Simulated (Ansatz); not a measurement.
TePd (CsCl type, Pm-3m) at seven volumes, the program Ansatz at the r²SCAN level (PAW), scaled uniformly. One row is withheld.

| V (Å³/atom) | P (GPa) |
|---|---|
| 18.533 | 12.60 |
| 19.144 | 7.56 |
| 19.755 | 3.42 |
| 20.366 | 0.00 |
| 20.977 | -2.86 |
| 21.588 | -5.24 |
| 22.199 | ? |

### Question
Fit the shown pressures and predict the withheld one.

### Answer
P = (3/2)B₀(x^(7/2) − x^(5/2))[1 + (3/4)(B′ − 4)(x − 1)] with x = (V₀/V)^(2/3). Least squares on the six rows gives V₀ = 20.363 Å³/atom, B₀ = 104 GPa, B′ = 5.26. At V = 22.199, x = 0.9441 and P = -7.16 GPa. The run itself gave -7.22 GPa.

The cell is a constructed one: a structure type filled with these elements; neither database checked (COD, Materials Project) lists it. COD files the formula under space group No. 194, so this cell is another polymorph or a model. Whether it is the stable phase at ambient conditions was not checked. The r²SCAN relaxation kept the symmetry of its start; its stability against distortions is not shown here. No spin polarisation was allowed. Spin–orbit coupling is left out wherever it is not named.

Potentials: the earlier of the program's two PAW sets.
